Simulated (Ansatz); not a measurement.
**Zone-centre phonons of BaSeO: input and output**

All numbers below come from Ansatz 0.2.0, DFT LDA, scalar-relativistic, plane waves, PAW.

It can be run as:
```bash
ansatz run input.yaml --threads 1 --pin off --backend cpu --events-out ev --progress --plain --runs-dir out  # memory cap (--max-ram) not shown
```

Input (bare energies are in eV):
```yaml
crystal:
  lattice:
    - [-2.2253728904, 2.2253728904, 3.680164498]
    - [2.2253728904, -2.2253728904, 3.680164498]
    - [2.2253728904, 2.2253728904, -3.680164498]
  atoms:
    - { symbol: Ba, position: [-0.0366704624, -0.0366704624, 0.0] }
    - { symbol: Se, position: [0.3957085288, 0.3957085288, 0.0] }
    - { symbol: O, position: [0.6409619335, 0.6409619335, 0.0] }
basis:
  ecutwfc: 420
kpoints:
  mp_grid: { grid: [10, 10, 10] }
hamiltonian:
  xc: lda
scf:
  occupations: { method: fixed }
output:
  eigenvalues: true
phonons:
  method: dfpt
  dielectric: true
  rigid_motions: translations
  raman: true
  eigenvectors: true
```

Results section of the output:
```
--- Phonons (Γ-DFPT): 6 representative perturbations + reference, on 282 of 1000 k-points (Σ response iterations 22) ---
  k mesh reduced under 2 symmetry operations, with k and −k counted as one. Each operation leaves every solved perturbation unchanged. A smaller set is not considered because the run solves the response ...
  ASR residual: 6.074e-5 → 0.000e0 eV/Å²; symmetrization residual: 3.891e-6 eV/Å²
  ASR residual per site (eV/Å²): 2.59e-5 5.34e-5 6.07e-5
  Γ frequencies (cm⁻¹): -168.06 -168.06 0.00 0.00 0.00 122.12 122.12 157.75 666.25
  ε∞ (high-frequency dielectric tensor):
        5.233661     0.000000     0.000000
        0.000000     5.233661    -0.000000
        0.000000    -0.000000     5.351067
  softest optical mode at Γ: -168.06 cm⁻¹; the repairs (sum rule, projections) moved no ω² at Γ by more than (1.28 cm⁻¹)²
  Born effective charges Z* (e; rows j = field, columns β = displacement):
    site 0:
         2.71017   -0.00000    0.00000
         0.00000    2.71017    0.00000
         0.00000    0.00000    3.34677
    site 1:
        -1.71033   -0.00000    0.00000
         0.00000   -1.71033    0.00000
         0.00000    0.00000    0.06899
    site 2:
        -0.99984    0.00000   -0.00000
         0.00000   -0.99984   -0.00000
        -0.00000   -0.00000   -3.41576
  Z* charge neutrality: 8.124e-4 e pre-enforcement
  solved inside a basis spanned on kpoints, on 10×10×10 k-points transformed towards the longest dipole: ε∞ is read to err by 1.5e-2, Z* by 1.7e-2 e (field_mesh: kpoints solves on kpoints); Z* is corrected for ...
  Raman tensors (in the event stream and the table raman_tensors.tsv): an entry may err by 7.7e-1 Å², one of the second-order susceptibility by 1.7e0 pm/V (basis, points and sum rule); their sum over the sites missed zero by 8.162e-5 Å² ...
  optical modes at Γ without the LO–TO term, one row a degenerate level:
      ω (cm⁻¹) modes IR ((D/Å)²/amu) static Raman (Å⁴/amu) depolarisation
       -168.06      2             2.3534                43.5189           0.750
        122.12      2             4.7068                 9.3719           0.750
        157.75      1             3.7887                 5.2299           0.038
        666.25      1            14.9190              1188.4502           0.497
  optical modes at Γ + LO–TO along q̂ = [1.0000, 0.0000, 0.0000]:
      ω (cm⁻¹) modes IR ((D/Å)²/amu) static Raman (Å⁴/amu) depolarisation
       -168.06      1             1.1767                21.7594           0.750
       -152.81      1             0.6309                24.5209           0.750
        122.12      1             2.3534                 4.6860           0.750
        157.75      1             3.7887                 5.2299           0.038
        172.49      1             2.8991                 1.8238           0.750
        666.25      1            14.9190              1188.4502           0.497
  optical modes at Γ + LO–TO along q̂ = [0.0000, 1.0000, 0.0000]:
      ω (cm⁻¹) modes IR ((D/Å)²/amu) static Raman (Å⁴/amu) depolarisation
       -168.06      1             1.1767                21.7594           0.750
       -152.81      1             0.6309                24.5209           0.750
        122.12      1             2.3534                 4.6860           0.750
        157.75      1             3.7887                 5.2299           0.038
        172.49      1             2.8991                 1.8238           0.750
        666.25      1            14.9190              1188.4502           0.497
  optical modes at Γ + LO–TO along q̂ = [0.0000, 0.0000, 1.0000]:
      ω (cm⁻¹) modes IR ((D/Å)²/amu) static Raman (Å⁴/amu) depolarisation
       -168.06      2             2.3534                43.5189           0.750
        122.12      2             4.7068                 9.3719           0.750
        205.19      1             2.5990                40.9366           0.511
        727.29      1            16.1087              1055.4226           0.308
```

Its imaginary modes show that this cell, built by swapping an element in a database structure, isn't a minimum of the energy. Spin–orbit coupling is left out, which matters for heavy elements.

Negative frequencies stand for imaginary ones: the cell is unstable against these modes.